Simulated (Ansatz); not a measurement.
ReW (CsCl type), relaxed and computed with several functionals in Ansatz (plane waves, PAW).

```json
[
 {"functional": "r²SCAN", "a (Å)": "3.131", "ΔH_f (eV/atom)": "0.06", "B₀ by P(V) fit (GPa)": "350"},
 {"functional": "PBEsol", "a (Å)": "3.118", "ΔH_f (eV/atom)": "0.10", "B₀ by P(V) fit (GPa)": "353"},
 {"functional": "PBE", "a (Å)": "3.147", "ΔH_f (eV/atom)": "0.09", "B₀ by P(V) fit (GPa)": "330"}
]
```

Constructed cells (a structure type filled with these elements, in neither database checked): ReW, CsCl type. All cells were relaxed under the symmetry of their starts (and spin orders); stability against distortions was not tested throughout. Rows with no word on spin ran without spin polarisation. Spin–orbit coupling is left out wherever it is not named.

Potentials: the later of the program's two PAW sets.

Ansatz (a program for electronic structure) is a plane-wave DFT program.

Formation energies count from the lowest solids of the elements computed at the same level, not from gases.
